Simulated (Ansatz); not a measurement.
An Ansatz (a program for electronic structure) run. Input:

Ansatz 0.2 input:
```yaml
crystal:
  lattice:
    - [4.9825904413, 0.0, 0.0]
    - [0.0, 4.9825904413, 0.0]
    - [0.0, 0.0, 6.9210381911]
  atoms:
    - { symbol: Si, position: [0.6978772991, 0.6978772991, 0.5] }
    - { symbol: Si, position: [0.8021227009, 0.1978772991, 0.75] }
    - { symbol: Si, position: [0.3021227009, 0.3021227009, 0.0] }
    - { symbol: Si, position: [0.1978772991, 0.8021227009, 0.25] }
    - { symbol: O, position: [0.8913870991, 0.7617034854, 0.3188704794] }
    - { symbol: O, position: [0.7382965146, 0.3913870991, 0.5688704794] }
    - { symbol: O, position: [0.1086129009, 0.2382965146, 0.8188704794] }
    - { symbol: O, position: [0.2617034854, 0.6086129009, 0.0688704794] }
    - { symbol: O, position: [0.3913870991, 0.7382965146, 0.4311295206] }
    - { symbol: O, position: [0.2382965146, 0.1086129009, 0.1811295206] }
    - { symbol: O, position: [0.6086129009, 0.2617034854, 0.9311295206] }
    - { symbol: O, position: [0.7617034854, 0.8913870991, 0.6811295206] }
kpoints:
  mp_grid: { grid: [4, 4, 3] }
hamiltonian:
  xc: hse06
  pseudopotentials: { azcp: { folder: ./paw }, kind: paw }
scf:
  n_extra_bands: 12
  occupations: { method: fixed }
output:
  eigenvalues: true
  eigenstates:
    e_range: [-9.0, 17.5]
    kpoints:
      - [0.0, 0.0, 0.0]  # VBM
      - [0.0, 0.0, 0.0]  # CBM
      - [0.0, 0.0, 0.0]  # GAMMA
      - [0.0, 0.0, 0.5]  # Z
      - [0.5, 0.5, 0.0]  # M
      - [0.5, 0.5, 0.5]  # A
      - [0.0, 0.5, 0.5]  # R
      - [0.0, 0.5, 0.0]  # X
```

Output (shortened):

```
Pseudopotentials: kind: paw
Pseudopotential: Si, paw, valence charge 4
Pseudopotential: O, paw, valence charge 6
Functional definition: HSE06
davidson cushion auto → on  (no smearing: the cushion is to keep the highest requested band from converging to the state above it …
Crystal: 12 atoms, lattice volume = 171.823 Å³
Basis set: ecut = 420 eV, 3379 PW (Γ)
Bands: 44, of which v1, the nominal top of the filled ones, is band 32 counted from 1 (31 counted from 0)
Symmetry: 8 space group operations
Space group: P41212 (ITA 92), of the structure as read, at distance tolerance 5.6e-5 Å
k-points: 12 of 48
PAW frozen core: Si, regenerated for the run's functional, and the local potential with it
PAW frozen core: O, regenerated for the run's functional, and the local potential with it
Initial density: superposition of atomic densities (chi_scale 0.1, normalization cell, long waves kept (reshape's long-wave potential 0.00 eV rms))
Initial wavefunctions: pseudopotential atomic-orbital guess
Eigensolver: davidson
Functional: x = pbe(κ = 0.804, μ = 0.2195149727645171), c = pbe(β = 0.06672455060314922), warm-up for x = pbe(κ = 0.804, μ = 0.2195149727645171) + 0.25 (exact …
SCF iter   1: F=—  HF=-7103.239846 eV  |F-HF|=—  |Δ(HF+E_count)|=         —  Δρ=1.28e-1  dr2=2.51e1  ethr=1.00e-1  ⟨swp⟩=5.1  Hψ=1969  notcnv=0
preconditioner: auto → none
SCF iter   2: F=—  HF=-7097.073122 eV  |F-HF|=—  |Δ(HF+E_count)|=    6.17e0  Δρ=6.54e-2  dr2=3.10e0  ethr=3.93e-2  ⟨swp⟩=3.2  Hψ=1562  notcnv=0
iter 3 solved again at ethr=4.81e-4 eV; its pass at ethr=4.85e-3 eV (dr2=3.08e-1 eV) is discarded
SCF iter   3: F=—  HF=-7096.316513 eV  |F-HF|=—  |Δ(HF+E_count)|=   7.57e-1  Δρ=2.07e-2  dr2=3.11e-1  ethr=4.81e-4  ⟨swp⟩=3.4  Hψ=2643  notcnv=0  defer=2
SCF iter   4: F=—  HF=-7096.356028 eV  |F-HF|=—  |Δ(HF+E_count)|=   3.95e-2  Δρ=2.26e-3  dr2=5.85e-3  ethr=4.81e-4  ⟨swp⟩=3.6  Hψ=1315  notcnv=0
SCF iter   5: F=-7096.355203 eV  HF=-7096.355600 eV  |F-HF|=3.96e-4  |Δ(HF+E_count)|=   4.29e-4  Δρ=6.78e-4  dr2=8.32e-4  ethr=9.14e-6  ⟨swp⟩=4.8  Hψ=1689  notcnv=0
SCF 1 stopped early in 5 iterations: F = -7096.355203 eV  dr2 = 8.32e-4
Crystal: 12 atoms, lattice volume = 171.823 Å³
Initial density: handed on by an earlier stage of this run
Initial wavefunctions: those handed on with the density
Functional: x = pbe(κ = 0.804, μ = 0.2195149727645171) + 0.25 (exact − pbe) at short range (hse, ω = 0.20786987370883472 Å⁻¹), c = pbe(β = 0.06672455060314922); HSE06 as pw.x's `hse` composes it (authors' and Libxc's form: `xc: wpbeh`)
Exchange kernel: α = 0.2500, screened, ω = 0.2079 Å⁻¹, Wigner–Seitz truncation, v(0) = 1045.4766 eV·Å³, q-mesh 4×4×3, nearest image of the exchange supercell L …
Frozen-core exchange: fock
SCF iter   1: F=—  HF=-7097.768046 eV  |F-HF|=—  |Δ(HF+E_count)|=         —  Δρ=6.69e-3  dr2=6.29e-2  ethr=1.30e-5  ⟨swp⟩=8.0  Hψ=2769  notcnv=0
preconditioner: auto → none
SCF iter   2: F=—  HF=-7097.745806 eV  |F-HF|=—  |Δ(HF+E_count)|=   2.22e-2  Δρ=1.82e-3  dr2=6.19e-3  ethr=1.30e-5  ⟨swp⟩=3.9  Hψ=1689  notcnv=0
SCF iter   3: F=—  HF=-7097.763740 eV  |F-HF|=—  |Δ(HF+E_count)|=   1.79e-2  Δρ=6.51e-4  dr2=7.27e-4  ethr=6.66e-6  ⟨swp⟩=4.2  Hψ=1764  notcnv=0
SCF iter   4: F=-7097.763538 eV  HF=-7097.763541 eV  |F-HF|=2.69e-6  |Δ(HF+E_count)|=   1.99e-4  Δρ=9.24e-5  dr2=2.02e-5  ethr=1.03e-6  ⟨swp⟩=3.0  Hψ=1267  notcnv=0
SCF 2 stopped early in 4 iterations: F = -7097.763538 eV  dr2 = 2.02e-5
hybrid outer 1: dexx = +2.178e-2 eV, tail = 7.83e-5 eV
Crystal: 12 atoms, lattice volume = 171.823 Å³
Exchange kernel: α = 0.2500, screened, ω = 0.2079 Å⁻¹, Wigner–Seitz truncation, v(0) = 1045.4766 eV·Å³, q-mesh 4×4×3, nearest image of the exchange supercell L …
Frozen-core exchange: fock
SCF iter   1: F=—  HF=-7097.763980 eV  |F-HF|=—  |Δ(HF+E_count)|=         —  Δρ=7.10e-5  dr2=5.13e-6  ethr=6.12e-7  ⟨swp⟩=5.1  Hψ=1315  notcnv=0
preconditioner: auto → none
iter 2 solved again at ethr=4.85e-10 eV; its pass at ethr=7.58e-9 eV (dr2=3.10e-7 eV) is discarded
SCF iter   2: F=—  HF=-7097.763979 eV  |F-HF|=—  |Δ(HF+E_count)|=   9.79e-7  Δρ=1.49e-5  dr2=4.82e-7  ethr=4.85e-10  ⟨swp⟩=2.8  Hψ=3064  notcnv=0
SCF iter   3: F=—  HF=-7097.763981 eV  |F-HF|=—  |Δ(HF+E_count)|=   2.01e-6  Δρ=1.18e-5  dr2=1.91e-7  ethr=4.85e-10  ⟨swp⟩=6.3  Hψ=1965  notcnv=0
SCF iter   4: F=-7097.763981 eV  HF=-7097.763981 eV  |F-HF|=1.43e-9  |Δ(HF+E_count)|=   6.99e-8  Δρ=2.26e-6  dr2=5.95e-9  ethr=2.91e-10  ⟨swp⟩=3.0  Hψ=1225  notcnv=0
SCF 3 converged in 4 iterations: F = -7097.763981 eV  dr2 = 5.95e-9
hybrid outer 2: dexx = +2.183e-6 eV, tail = 2.44e-8 eV, Δε = 2.05e-3 eV (about 4.57e-5 eV left of the loop's levels)
NSCF: frozen V_eff on 8 k-points
hybrid SCF converged: 2 outer / 8 inner (+5 warm-up), last move |dexx| = 2.18e-6 eV, tail = 2.44e-8 eV
Stability not checked (fock_operator)
Free energy (F): -7097.763981 eV
Frozen-core exchange: fock
Harris-Foulkes:  -7097.763981 eV  (|F-HF|=1.43e-9)
Internal energy: -7097.763981 eV  (E = F + TS)
E sigma→0 (E₀):  -7097.763981 eV
Fermi energy:    0.046933 eV
--- Per-component energies (eV) ---
  E_band       = -470.502835
  E_kinetic    = 1566.192562
  E_local      = -4459.513643  (includes V_loc(G=0)·N_el)
  E_nonlocal   = 495.831583
  E_hartree    = 1672.665137
  E_xc         = -647.477231
  E_vxc        = -742.609742  (∫ρ·V_xc dr)
  E_exx        = -184.432107  (= α·E_x^exact, valence–valence)
  E_paw        = -3332.980103  (= ΣΔE_a)
  E_vpaw       = -306.874723  (= ΣTr[D̂ρ^β])
  E_aug_tail   = 0.006628  (compensation charges beyond the density's cutoff)
  E_ewald      = -2207.607063
  E_core_change = -0.449744  (= ΣΔE_core)
  E_smearing   =  0.000000  (= −TS)
  E_closure    = 0.000000  (closes the sum)
  Σ components = -7097.763981   (vs F -7097.763981, Δ=0.00e0)
  [band-id]    e_kinetic+e_local+e_nonlocal+2·e_hartree+e_vxc+2·e_exx+e_vpaw+e_augmentation_tail = -470.501276   (vs E_band -470.502835, Δ=1.56e-3)
--- Band table (eV; the first three rows and the last of 12) ---
  k-point 0: bands = ["-20.9512", "-20.0001", "-20.0001", "-18.7903", "-18.7429", "-18.7385", "-18.7280", "-18.7280", "-9.8777", "-7.6411", "-7.6411", "-5.9948", "-5.8659", "-5.8659", "-5.2922", "-5.1258", "-3.1088", "-3.0537", "-3.0537", "-2.4507", "-2.3890", "-2.0608", "-1.7840", "-1.7473", "-1.7473", "-1.3363", "-1.3363", "-1.2807", "-0.6626", "-0.2760", "-0.2760", "0.0469", "7.5573", "10.8010", "10.8010", "11.3338", "11.3338", "11.7254", "12.1847", "13.1598", "13.1858", "13.1858", "13.5372", "13.7337"]
  k-point 1: bands = ["-20.8329", "-20.4969", "-19.4426", "-18.9775", "-18.7385", "-18.7365", "-18.7315", "-18.7308", "-9.5524", "-8.7075", "-6.7030", "-6.1588", "-5.7889", "-5.6747", "-5.4935", "-5.3224", "-3.0096", "-3.0079", "-2.8156", "-2.3869", "-2.2776", "-2.0037", "-2.0021", "-1.9549", "-1.8283", "-1.7890", "-1.0435", "-0.7158", "-0.5889", "-0.5845", "-0.3471", "-0.1604", "8.1796", "9.6252", "11.1734", "11.6833", "11.7313", "11.8593", "11.8685", "12.8083", "12.9188", "13.1842", "13.3559", "13.6634"]
  k-point 2: bands = ["-20.8164", "-20.1369", "-19.8409", "-18.9496", "-18.7986", "-18.7740", "-18.7373", "-18.7289", "-9.5411", "-7.9857", "-7.2745", "-6.0311", "-5.8388", "-5.7283", "-5.3591", "-5.1736", "-3.3434", "-2.9454", "-2.8875", "-2.3970", "-2.3517", "-2.2434", "-2.0225", "-1.7275", "-1.6242", "-1.5952", "-1.2657", "-1.0891", "-0.7432", "-0.4659", "-0.3371", "-0.1372", "8.2051", "10.9432", "10.9591", "11.3294", "11.4128", "11.7024", "12.0378", "12.1841", "13.0540", "13.1819", "13.4416", "13.6736"]
  k-point 11: bands = ["-19.9675", "-19.9675", "-19.9577", "-19.9577", "-18.8103", "-18.8103", "-18.8030", "-18.8030", "-7.7169", "-7.7169", "-7.6516", "-7.6516", "-5.1887", "-5.1887", "-5.1097", "-5.1097", "-3.1137", "-3.1137", "-3.0489", "-3.0489", "-2.3915", "-2.3915", "-2.3122", "-2.3122", "-1.3795", "-1.3795", "-1.3462", "-1.3462", "-0.5987", "-0.5987", "-0.5591", "-0.5591", "10.9735", "10.9735", "11.1293", "11.1293", "11.8762", "11.8762", "12.0300", "12.0300", "12.4897", "12.4897", "12.8751", "12.8751"]
  band table: 44 of 44 bands, residual norms ≤ 1.0e-3 eV
```

Cost: about 2.4 core-minutes (a rough figure) on shared cores.

The points marked VBM and CBM come from a semilocal run.

Space group P4_12_12. Symmetry was held in the r²SCAN relaxation; phonons on a q-mesh show no instability.

Potentials: the earlier of the program's two PAW sets.

Ansatz is a plane-wave DFT program.
